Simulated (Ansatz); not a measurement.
With the program Ansatz at the PBE level (PAW), SiGe in the tetragonal phase (I-4m2; Pearson symbol tI20) relaxes to a = 3.962 Å, c = 28.053 Å. Si on 4e has 4 nearest neighbours from 2.39 Å (tetrahedral); Si on 4f has 4 nearest neighbours from 2.39 Å (tetrahedral); Si on 2b has 4 nearest neighbours from 2.39 Å (tetrahedral); Ge on 4f has 4 nearest neighbours from 2.43 Å (tetrahedral). Against the elements it lies at 0.016 eV/atom, with no fitted shifts.

The Kohn–Sham gap is 0.33 eV (direct). The valence maximum lies at Γ and the conduction minimum at Γ. The electron mass is 0.18, 0.18, 1.4 mₑ (principal values).

The start of the workflow was typed in or built on a structure type; neither database checked (COD, Materials Project) lists it. Its standing as an ambient phase is unchecked. Symmetry was held in the PBE relaxation; whether a distortion lowers the energy is not shown. The references are the lowest solids computed at this level, not always the standard phases. Spin–orbit coupling is left out wherever it is not named.

Potentials: the earlier of the program's two PAW sets.
